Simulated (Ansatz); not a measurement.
Computed properties of SiGe

SiGe:
```
SiGe
1.0
    1.43775     0.83008     4.71792
   -1.43775     0.83008     4.71792
    0.00000    -1.66017     4.71792
Ge Si
1 1
Direct
  0.00000   0.00000   0.00000
  0.50000   0.50000   0.50000
```

Space group R-3m (No. 166); conventional cell a = b = 2.875 Å, c = 14.154 Å, α = β = 90.00°, γ = 120.00°.

Method: r²SCAN in the plane-wave PAW code Ansatz. Geometry: relaxed at this level of theory. Other levels are named where they apply.

### Cell and energy

| Quantity | Value |
|---|---|
| Volume per atom | 16.89 Å³ |
| Density | 4.95 g/cm³ |
| Formation energy from the elements (no fitted shifts) | 0.75 eV/atom |

### Electronic structure

| Property | Value |
|---|---|
| Electronic character | metallic (no gap) |
| Density of states at the Fermi level | 0.42 states/eV per atom (mean over ±0.08 eV) |
| Gap with spin–orbit coupling | none (metallic) |

### Mechanics

| Property | Result |
|---|---|
| Bulk modulus (Birch–Murnaghan fit) | 72.6 GPa |
| Pressure derivative B′ | 4.5 |

### Charges

| Item | Value |
|---|---|
| Bader charges | Ge +0.01, Si -0.01 e |

The start of the workflow was typed in or built on a structure type; neither database checked (COD, Materials Project) lists it. Its standing as an ambient phase is unchecked. Symmetry was held in the r²SCAN relaxation; its stability against distortions is not shown here. Its formation energy is positive at this level, so the cell may be metastable or incomplete. The references are the lowest solids computed at this level, not always the standard phases. Scalar-relativistic: spin–orbit coupling is off unless named, which matters more the heavier the elements.

Potentials: the earlier of the program's two PAW sets.
